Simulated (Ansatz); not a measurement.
**Relaxing a structure of ZnCu₂SnSe₄**

The start is a relaxed ZnCu2SnSe4 cell shaken by Gaussian noise of σ = 0.08 Å a coordinate. The structure is fully relaxed (lattice and positions, P = 0) with r2SCAN (plane waves to 500 eV, PAW, scalar-relativistic; Ansatz, a quantum-chemistry and plane-wave program). The first steps use a coarse 5×5×6 k-mesh.

Starting cell:
```
CELL_PARAMETERS angstrom
     -2.85004     2.85004     5.68975
      2.85004    -2.85004     5.68975
      2.85004     2.85004    -5.68975
ATOMIC_POSITIONS crystal
  Cu 0.98577 0.99010 0.97745
  Cu 0.75732 0.26103 0.53664
  Zn 0.24799 0.75391 0.49537
  Sn 0.48945 0.49144 0.98917
  Se 0.63865 0.62873 0.53172
  Se 0.09339 0.09270 0.45468
  Se 0.34591 0.90740 0.00502
  Se 0.90141 0.37134 0.98683
```

### Question
By how much does the energy per atom fall from start to end?

### Answer
0.06 eV/atom.

### Question
How do the shortest distances between atoms change?

### Answer
The closest pairs of elements (up to four, under 3.6 Å), start → end: Cu–Se 2.13 → 2.41 Å; Se–Zn 2.37 → 2.46 Å; Se–Sn 2.61 → 2.58 Å.

### Question
What band gap does the relaxed structure have at this level?

### Answer
0.07 eV, direct at Γ (no spin-orbit coupling).

Final structure:

Space group I-4 (No. 82); a = 5.699 Å, b = 5.699 Å, c = 11.384 Å, α = 90.00°, β = 90.00°, γ = 90.00°

```json
[
 {"atom": "Cu", "site": "2c", "symmetry": "-4..", "x": "0.0000", "y": "0.5000", "z": "0.2500"},
 {"atom": "Cu", "site": "2b", "symmetry": "-4..", "x": "0.0000", "y": "0.0000", "z": "0.5000"},
 {"atom": "Zn", "site": "2a", "symmetry": "-4..", "x": "0.0000", "y": "0.0000", "z": "0.0000"},
 {"atom": "Sn", "site": "2d", "symmetry": "-4..", "x": "0.5000", "y": "0.0000", "z": "0.2500"},
 {"atom": "Se", "site": "8g", "symmetry": "1", "x": "0.2409", "y": "0.2669", "z": "0.1201"}
]
```
(The calculation used a cell of 8 atoms; values per cell refer to that cell.)

Final values are on a 8×8×8 k-mesh of the relaxed cell. No spin polarisation in the result.
